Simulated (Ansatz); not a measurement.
Input and command of a calculation in Ansatz (plane waves; scalar-relativistic PAW potentials unless the input names others):

```yaml
crystal:
  lattice:
    - [4.0284486112, 0.0, 0.0]
    - [0.0, 4.0284486112, 0.0]
    - [0.0, 0.0, 4.0284486112]
  atoms:
    - { symbol: Mo, position: [0.0, 0.0, 0.0] }
    - { symbol: W, position: [0.0, 0.5, 0.5] }
    - { symbol: W, position: [0.5, 0.0, 0.5] }
    - { symbol: W, position: [0.5, 0.5, 0.0] }
basis:
  ecutwfc: 420
kpoints:
  mp_grid: { grid: [12, 11, 13] }
hamiltonian:
  xc: pbe
scf:
  occupations: { method: gaussian, width: 0.1 }
  max_iter: 80
output:
  forces: true
  eigenvalues: true
  stress: true
```

```bash
ansatz run input.yaml --threads 1 --pin off --max-ram 2560MiB --backend cpu --events-out ev --progress --plain --runs-dir out
```

Abridged log:
```
Warning: crystal.symmetry: narrowed to the stabiliser of the k-point mesh — unitary ops 48 → 8; excluded 40 operations that carry a point of the 12×11×13 mesh (shift [0, 0, 0]) off the mesh (the run samples exactly the mesh kpoints.mp_grid names, as under crystal.symmetry.detect: false, and its converged state has the mesh's symmetry, not the crystal's; ε∞, the Born charges and the force constants of a linear response (`dielectric:` by the response, `phonons.method: dfpt`) are averaged over those of the crystal's operations that the state keeps within a tolerance, where `mesh_tensors`, `unaver ...
Pseudopotentials: kind: paw
Pseudopotential: Mo, paw, valence charge 14, recommended cutoff 420 eV (normal)
Pseudopotential: W, paw, valence charge 14, recommended cutoff 420 eV (normal)
Functional definition: PBE
Crystal: 4 atoms, lattice volume = 65.375 Å³
Basis set: ecut = 420 eV, 1309 PW (Γ), exchange–correlation on 54×54×54 points (8 copies of the dense FFT grid, shifted against one another)
Bands: 34, of which v1, the nominal top of the filled ones, is band 28 counted from 1 (27 counted from 0)
Symmetry: 8 space group operations
k-points: 294 of 1716
Initial density: superposition of atomic densities (neutral atoms: chi_scale 0, normalization atom), corrected by the library's trained network
Initial wavefunctions: pseudopotential atomic-orbital guess
Functional: x = pbe(κ = 0.804, μ = 0.21951497), c = pbe(β = 0.06672455)
SCF iter   1: F=—  HF=-36108.620927 eV  |F-HF|=—  |Δ(HF+E_count)|=         —  Δρ=5.72e-3  dr2=3.26e-2  ethr=1.77e-3  ⟨swp⟩=4.8  Hψ=38664  notcnv=0
SCF iter   2: F=—  HF=-36108.616828 eV  |F-HF|=—  |Δ(HF+E_count)|=   4.10e-3  Δρ=2.71e-3  dr2=6.02e-3  ethr=5.82e-5  ⟨swp⟩=1.0  Hψ=12390  notcnv=0
SCF iter   3: F=—  HF=-36108.615847 eV  |F-HF|=—  |Δ(HF+E_count)|=   9.81e-4  Δρ=5.34e-4  dr2=1.69e-4  ethr=1.08e-5  ⟨swp⟩=2.0  Hψ=12579  notcnv=0
SCF iter   4: F=—  HF=-36108.615813 eV  |F-HF|=—  |Δ(HF+E_count)|=   3.41e-5  Δρ=7.22e-5  dr2=4.71e-6  ethr=3.01e-7  ⟨swp⟩=2.0  Hψ=12761  notcnv=0
SCF iter   5: F=—  HF=-36108.615888 eV  |F-HF|=—  |Δ(HF+E_count)|=   7.49e-5  Δρ=1.80e-5  dr2=2.51e-7  ethr=8.41e-9  ⟨swp⟩=2.1  Hψ=12249  notcnv=0
SCF iter   6: F=-36108.615888 eV  HF=-36108.615888 eV  |F-HF|=2.26e-9  |Δ(HF+E_count)|=   4.86e-8  Δρ=2.68e-6  dr2=5.04e-9  ethr=1.79e-10  ⟨swp⟩=7.2  Hψ=36329  notcnv=0
SCF 1 converged in 6 iterations: F = -36108.615888 eV  dr2 = 5.04e-9
SCF converged after 6 iterations
Free energy (F): -36108.615888 eV
Harris-Foulkes:  -36108.615888 eV  (|F-HF|=2.26e-9)
Internal energy: -36108.589699 eV  (E = F + TS)
E sigma→0 (E₀):  -36108.602794 eV
Entropy (-TS):   -0.026189 eV (-6.547 meV/atom)
Fermi energy:    20.937823 eV
--- Forces (eV/Å), atoms counted from 1 ---
  atom   1  Mo     0.00000000     0.00000000     0.00000000
  atom   2  W      0.00000000     0.00000000     0.00000000
  atom   3  W      0.00000000     0.00000000     0.00000000
  atom   4  W      0.00000000     0.00000000     0.00000000
--- Stress (GPa, compression-positive) ---
       -0.181195       0.000000       0.000000
        0.000000       0.187981       0.000000
        0.000000       0.000000      -0.172862
  P = ⅓ Tr σ = -0.0554 GPa (-0.554 kbar)
```

One setting here is unusual or wrong in general: a mesh that breaks the symmetry (kpoints.mp_grid.grid: [12, 12, 12] → [12, 11, 13]). For this cell it did little harm to the result: the run converged in 6 SCF iterations with an energy at zero smearing 0.51 meV/atom below the reference's, pressure -0.06 GPa, largest force 0.000 eV/Å, no gap on the mesh. The program drops the symmetry operations that the mesh breaks, which leaves more k-points to solve, 294 here. The stress tensor, though, breaks the crystal's symmetry by up to 0.24 GPa, which comes from the mesh. A reference run on usual settings, whose relaxation ended at this geometry, converged, and the end of its own relaxation has pressure -0.02 GPa, largest force 0.000 eV/Å, no gap on the mesh.

Time: 29 s on 1 thread of Intel(R) Xeon(R) Platinum 8259CL CPU @ 2.50GHz (Skylake/Cascade Lake), on a shared host, peak memory 0.73 GiB.